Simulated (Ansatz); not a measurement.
SnO$_{2}$ (rutile, P4_2/mnm), the program Ansatz at the PBEsol level (PAW), all energies at zero smearing, with the estimated change up to a 700 eV cutoff added, with one set of potentials and settings (totals compare only within such a set). Cell of 6 atoms (2 Sn, 4 O): -14143.107 eV.

| element | reference phase | E (eV/atom) |
|---|---|---|
| Sn | I4_1/amd, 2 atoms in the cell | -5949.7830 |
| O | C2/m, 4 atoms in the cell, spin-polarised | -558.3554 |

Formation energy per atom, worked out: (-14143.107 − 2×(-5949.7830) − 4×(-558.3554))/6 = -1.687 eV/atom (-163 kJ per mol of atoms), at 0 K, without zero-point energy or fitted corrections.

The cell was relaxed with PBEsol under the symmetry of its start. The references are the lowest solids computed at this level, not always the standard phases (solids in place of the gases). Spin–orbit coupling is left out wherever it is not named.

Potentials: the later of the program's two PAW sets.
